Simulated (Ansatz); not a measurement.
Ba2PCl in space group R-3m (No. 166; Ba on 6c, P on 3b, Cl on 3a) under volume change, r²SCAN (plane waves, PAW; program Ansatz), shape and atoms relaxed at each volume.

```json
[
 {"V (Å³/atom)": "32.376", "E − E(relaxed) (meV/atom)": "31.3", "P (GPa)": "3.41"},
 {"V (Å³/atom)": "33.443", "E − E(relaxed) (meV/atom)": "13.1", "P (GPa)": "2.09"},
 {"V (Å³/atom)": "34.510", "E − E(relaxed) (meV/atom)": "3.1", "P (GPa)": "0.96"},
 {"V (Å³/atom)": "35.578", "E − E(relaxed) (meV/atom)": "0.0", "P (GPa)": "0.00"},
 {"V (Å³/atom)": "36.645", "E − E(relaxed) (meV/atom)": "2.8", "P (GPa)": "-0.81"},
 {"V (Å³/atom)": "37.712", "E − E(relaxed) (meV/atom)": "10.5", "P (GPa)": "-1.48"},
 {"V (Å³/atom)": "38.780", "E − E(relaxed) (meV/atom)": "22.3", "P (GPa)": "-2.06"}
]
```

### Question
What does a third-order Birch–Murnaghan fit give for V₀, B₀ and B′?

### Answer
V₀ = 35.58 Å³/atom, B₀ = 29.1 GPa, B′ = 4.6.

The first step of the workflow began from a Materials Project structure, measured or hypothetical; the Crystallography Open Database files this formula in space group No. 166, but the cells were not matched. Whether it is the stable phase at ambient conditions was not checked. The r²SCAN relaxation kept the symmetry of its start; whether a distortion lowers the energy is not shown. Scalar-relativistic: spin–orbit coupling is off unless named, which matters more the heavier the elements.

Potentials: the later of the program's two PAW sets.
